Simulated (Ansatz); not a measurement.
**SnAs (Fm-3m), stationary points along a deformation path**

Method: Ansatz 0.2.0, DFT PBEsol, scalar-relativistic, plane waves, PAW. The runs took a 420 eV cutoff, a Γ-centred 16×16×16 mesh and Gaussian smearing (0.15 eV). No spin polarisation. Energies are free energies at this smearing, counted from the undisturbed cell; pressure is positive in compression.

The starting cell (as given, not relaxed at this level; it stands at 1.3 GPa, and it needn't be the usual structure):

```
CELL_PARAMETERS angstrom
0.00000 2.84050 2.84050
2.84050 0.00000 2.84050
2.84050 2.84050 0.00000
ATOMIC_POSITIONS crystal
Sn 0.00000 0.00000 0.00000
As 0.50000 0.50000 0.50000
```

At fixed volume and fractional coordinates, lengths along (0.577, 0.577, 0.577) are scaled against those across it; ρ is that ratio over its starting value. V = 22.918 Å³/atom. Δσ is the stress along the axis less the mean stress across it (compression positive).

```csv
ρ,ΔE (meV/atom),Δσ (GPa),space group
0.500,233.0,0.00,Pm-3m
0.600,250.0,-0.12,R-3m
0.710,169.8,8.12,R-3m
0.850,50.7,5.44,R-3m
0.930,12.2,3.24,R-3m
1.000,0.0,0.00,Fm-3m
1.080,16.9,-4.81,R-3m
1.200,100.5,-10.78,R-3m
1.410,250.7,-8.35,R-3m
1.700,350.8,-2.19,R-3m
2.000,366.0,-1.60,R-3m
```

Q: How does the stress give the slope of the energy, and where is the energy stationary?

A: Along the path d ln(length) is 2/3 d ln ρ on the axis and −1/3 d ln ρ across it, so dE/d ln ρ = −(2/3) V Δσ: the energy falls with ρ where Δσ is positive. Δσ vanishes or changes sign at ρ = 0.500 (Pm-3m, an end of the scan), at 233.0 meV/atom; between ρ = 0.600 and 0.710, a maximum (near 0.60 by linear interpolation); at ρ = 1.000 (Fm-3m), a minimum at 0.0 meV/atom. Pairs of stationary points between two samples would go unseen, and could change a minimum read from distant neighbours into a maximum. At ρ = 0.500, 1.000 the cell is cubic, where symmetry alone makes the stress isotropic and the slope zero.

Q: Which shear constant sets the curvature at ρ = 1?

A: For a cubic crystal E/V = (2/3) C (ln ρ)² with C = C44, so Δσ = −2C ln ρ. The parabola of Δσ against ln ρ through ρ = 0.930, 1 and 1.080 gives C ≈ 27 GPa with the ions clamped, rough because the steps are large. It is the stress–strain coefficient at this cell's pressure of 1.3 GPa, not the zero-pressure constant.

In a metal these slopes depend on the k mesh and the smearing.